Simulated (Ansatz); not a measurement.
Here is the system:

SiGe:
```
SiGe
1.0
   -1.98109     1.98109    14.02648
    1.98109    -1.98109    14.02648
    1.98109     1.98109   -14.02648
Si Ge
5 5
Cartesian
  0.00000   0.00000  25.37121
  1.98109   0.00000  12.68267
  0.00000   0.00000  14.02648
  1.98109   0.00000   1.34381
  0.00000   0.00000   2.68174
  0.00000   1.98109   4.08113
  0.00000   0.00000  19.57626
  1.98109   0.00000   7.01324
  0.00000   0.00000   8.47670
  0.00000   1.98109   9.94535
```

This is the PBE-relaxed structure. Cartesian axes are those of the cell as given.

All from the program Ansatz at the PBE level (PAW), unless another level is named. Give the electron effective mass.

0.18, 0.18, 1.4 mₑ (principal values).

And the hole effective mass, band 1 of 2 at the edge?

2.2 along x, 0.26 along z (mₑ).

And the band gap?

0.33 eV (direct).

Predict the valence-band maximum.

at Γ.

Space group I-4m2. The start of the workflow was typed in or built on a structure type; neither database checked (COD, Materials Project) lists it. Whether it is the stable phase at ambient conditions was not checked. Symmetry was held in the PBE relaxation; whether a distortion lowers the energy is not shown. Scalar-relativistic: spin–orbit coupling is off unless named, which matters more the heavier the elements.

Potentials: the later of the program's two PAW sets.
